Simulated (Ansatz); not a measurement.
Ansatz (a quantum-chemistry and plane-wave program) input:

Ansatz 0.2 input:
```yaml
crystal:
  lattice:
    - [5.5019731421, 0.0, 0.0]
    - [0.0, 5.5019731421, 0.0]
    - [0.0, 0.0, 3.2683573043]
  atoms:
    - { symbol: Mg, position: [0.3208919862, 0.6791080138, 0.0] }
    - { symbol: Mg, position: [0.6791080138, 0.3208919862, 0.0] }
    - { symbol: Mg, position: [0.8208919862, 0.8208919862, 0.5] }
    - { symbol: Mg, position: [0.1791080138, 0.1791080138, 0.5] }
    - { symbol: O, position: [0.3163466119, 0.3163466119, 0.0] }
    - { symbol: O, position: [0.6836533881, 0.6836533881, 0.0] }
    - { symbol: O, position: [0.1836533881, 0.8163466119, 0.5] }
    - { symbol: O, position: [0.8163466119, 0.1836533881, 0.5] }
kpoints:
  mp_grid: { grid: [5, 5, 9] }
hamiltonian:
  xc: r2scan
  pseudopotentials: { azcp: { folder: ./paw }, kind: paw }
scf:
  occupations: { method: fixed }
checkpoint: { read: static.run }
output: { write_density: true, elf: true, volumetric_format: npy }
basis: { fft_grid_basis: typed }
```

Output (shortened):

```
Pseudopotential: Mg, paw, valence charge 10
Pseudopotential: O, paw, valence charge 6
Functional definition: r2SCAN
Crystal: 8 atoms, lattice volume = 98.939 Å³
Basis set: ecut = 500 eV, 2519 PW (Γ), exchange–correlation on 180×180×96 points (64 copies of the dense FFT grid, shifted against one another)
Bands: 40, of which v1, the nominal top of the filled ones, is band 32 counted from 1 (31 counted from 0)
Symmetry: 16 space group operations
Space group: P42/mnm (ITA 136), of the structure as read, at distance tolerance 4.6e-5 Å
k-points: 30 of 225
Stability of the state it starts from, as read at its close in the unpolarized treatment …
iter 1 solved again at ethr=1.25e-8 eV; its pass at ethr=3.10e-3 eV (dr2=7.99e-6 eV) is discarded
SCF iter   1: F=—  HF=-9992.174982 eV  |F-HF|=—  |Δ(HF+E_count)|=         —  Δρ=5.26e-7  dr2=2.11e-10  dr2_τ=1.51e-11  ethr=1.25e-8  ⟨swp⟩=4.0  Hψ=7705  notcnv=0  defer=180
preconditioner: auto → Resta (q_TF=auto, 2.537 Å⁻¹)
SCF iter   2: F=-9992.174982 eV  HF=-9992.174982 eV  |F-HF|=2.18e-11  |Δ(HF+E_count)|=   1.55e-8  Δρ=2.80e-7  dr2=4.66e-11  dr2_τ=1.34e-11  ethr=1.00e-12  ⟨swp⟩=10.2  Hψ=5665  notcnv=0
SCF 1 converged in 2 iterations: F = -9992.174982 eV  dr2 = 4.66e-11
SCF converged after 2 iterations
Free energy (F): -9992.174982 eV
Harris-Foulkes:  -9992.174982 eV  (|F-HF|=2.18e-11)
Internal energy: -9992.174982 eV  (E = F + TS)
E sigma→0 (E₀):  -9992.174982 eV
Fermi energy:    3.865102 eV
--- Per-component energies (eV) ---
  E_band       = -1448.799646
  E_kinetic    = 970.768132
  E_local      = -8109.657203  (includes V_loc(G=0)·N_el)
  E_nonlocal   = 987.410244
  E_hartree    = 2819.840932
  E_xc         = -391.278856
  E_vxc        = -564.888285  (∫ρ·V_xc dr)
  E_paw        = -1875.225006  (= ΣΔE_a)
  E_vpaw       = -409.164295  (= ΣTr[D̂ρ^β])
  E_aug_tail   = 0.001138  (compensation charges beyond the density's cutoff)
  E_vtau       = 37.048448  (kinetic-family band-sum trace: ∫τ·v_τ [+ j·A + Jᵃ·Aᵃ] dr)
  E_ewald      = -4393.801766
  E_core_change = -0.232597  (= ΣΔE_core)
  E_smearing   =  0.000000  (= −TS)
  E_closure    =  0.000000  (closes the sum)
  Σ components = -9992.174982   (vs F -9992.174982, Δ=0.00e0)
  [band-id]    e_kinetic+e_local+e_nonlocal+2·e_hartree+e_vxc+e_vpaw+e_augmentation_tail+e_vtau = -1448.799958   (vs E_band -1448.799646, Δ=-3.12e-4)
--- Band table (eV; the first three rows and the last of 30) ---
  k-point 0: bands = ["-70.3079", "-70.3048", "-70.3030", "-70.3030", "-35.4565", "-35.4565", "-35.4558", "-35.4535", "-35.4356", "-35.4193", "-35.4018", "-35.3917", "-35.3917", "-35.3894", "-35.3894", "-35.3890", "-13.0608", "-12.3780", "-12.3780", …
  k-point 1: bands = ["-70.3077", "-70.3048", "-70.3029", "-70.3029", "-35.4561", "-35.4561", "-35.4550", "-35.4522", "-35.4360", "-35.4199", "-35.4040", "-35.3944", "-35.3944", "-35.3921", "-35.3891", "-35.3891", "-13.0146", "-12.3554", "-12.3554", …
  k-point 2: bands = ["-70.3071", "-70.3048", "-70.3026", "-70.3026", "-35.4554", "-35.4554", "-35.4528", "-35.4485", "-35.4374", "-35.4219", "-35.4095", "-35.4007", "-35.4007", "-35.4001", "-35.3890", "-35.3890", "-12.8878", "-12.2977", "-12.2977", …
  k-point 29: bands = ["-70.3055", "-70.3055", "-70.3022", "-70.3022", "-35.4573", "-35.4572", "-35.4438", "-35.4435", "-35.4406", "-35.4400", "-35.4112", "-35.4107", "-35.4098", "-35.4094", "-35.3890", "-35.3886", "-12.4442", "-12.4293", "-12.2089", …
```

Cost: around 8 core-seconds (rough) on shared cores.

Space group P4_2/mnm. The start of the workflow was typed in or built on a structure type; neither database checked (COD, Materials Project) lists it. It is not the phase usual at ambient conditions (space group No. 225). The r²SCAN relaxation kept the symmetry of its start; its stability against distortions is not shown here.

Potentials: the earlier of the program's two PAW sets.

Ansatz is a plane-wave DFT program.
